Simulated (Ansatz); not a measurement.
TiC (rock salt)

```xyz
2
Lattice="0.0000 2.1466 2.1466 2.1466 0.0000 2.1466 2.1466 2.1466 0.0000" Properties=species:S:1:pos:R:3 pbc="T T T"
C      0.0000     0.0000     0.0000
Ti     2.1466     2.1466     2.1466
```

The slice is a {110} plane (indices of the conventional cell) through the point (0.500, 0.500, 0.500) (fractional), spanned by u = [100] and v = [1 -1 -1] in vectors of this cell: u (3.04 Å) and v (4.29 Å, at 90° to u). It covers one period; positions are fractions (u, v).

All values below come from PBEsol (plane waves to 420 eV, PAW, scalar-relativistic; Ansatz, a first-principles code). k mesh 19×19×19. Inside the PAW spheres the values are not all-electron values, and peaks at nuclei hang on which shells count as valence. TiC is run without spin polarisation. TiC was relaxed with its symmetry unable to fall.

Task: What is the valence density on the shortest C–Ti line in this plane (2.15 Å), at its midpoint?

Result: 0.53 e/Å³.

Task: What is the ELF at the midpoint of the shortest C–Ti line in this plane (2.15 Å)?

Result: 0.28.

Task: Sketch the electrostatic potential energy of an electron, from the cell's mean on this plane as a map.

Result: 
```tsv
v \ u	0.00	0.14	0.29	0.43	0.57	0.71	0.86
0.90	x	x	<3.0	8.9	8.9	<3.0	x
0.80	x	<3.0	6.9	10.6	10.6	6.9	<3.0
0.70	x	6.6	10.1	11.0	11.0	10.1	6.6
0.60	x	x	8.4	10.0	10.0	8.3	x
0.50	x	x	x	9.3	9.3	x	x
0.40	x	x	8.3	10.0	10.0	8.4	x
0.30	x	6.6	10.1	11.0	11.0	10.1	6.6
0.20	x	<3.0	6.9	10.6	10.6	6.9	<3.0
0.10	x	x	<3.0	8.9	8.9	<3.0	x
0.00	x	x	x	7.9	7.9	x	x
```

Values: electrostatic potential energy of an electron, from the cell's mean, in eV. Points within 0.9 Å of a nucleus are blanked (x), as the pseudised field means little there. Values under 3 eV are set to 3. The zero, the cell's mean, hangs on the PAW cores.
